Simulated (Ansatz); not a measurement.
La:
```
CELL_PARAMETERS angstrom
      3.66231     0.00000     0.00000
     -1.83115     3.17165     0.00000
      0.00000     0.00000    11.79608
ATOMIC_POSITIONS crystal
  La 0.00000 0.00000 0.00000
  La 0.00000 0.00000 0.50000
  La 0.33333 0.66667 0.25000
  La 0.66667 0.33333 0.75000
```

Relaxed with PBE+D3(BJ). Special points in fractions of this cell's reciprocal vectors: Γ (0.000, 0.000, 0.000); M (0.500, 0.000, 0.000); K (0.333, 0.333, 0.000); A (0.000, 0.000, 0.500); L (0.500, 0.000, 0.500); H (0.333, 0.333, 0.500).

Question: List the band energies nearest the Fermi level at these points for DFT-PBE+D3(BJ) in the program Ansatz with PAW potentials.

Answer: In eV from the Fermi level; about four levels below and three above (degenerate sets whole), none deeper than 8.9 eV; points with the same levels are listed once.

```csv
k,below,above
Γ,-3.17 -1.88 -1.81 -1.80,0.53 0.68 1.25 1.25 1.25
M,-1.20 -0.79 -0.31 -0.24,0.43 1.05 1.19
K,-1.07 -1.07 -0.77 -0.58 -0.58,0.13 0.29 0.29
A,-2.66 -2.66 -1.77 -1.77,0.74 0.74 1.29 1.29
L,-1.49 -1.49 -1.23 -1.23,0.62 0.62 1.32 1.32
H,-0.39 -0.39 -0.01 -0.01,0.05 0.05 0.97 0.97
```

Space group P6_3/mmc (dhcp (α-La type)). The cell was relaxed with PBE+D3(BJ) under the symmetry of its start. The pairwise dispersion correction was not fitted to metals. Spin–orbit coupling is left out wherever it is not named.

Potentials: the later of the program's two PAW sets.
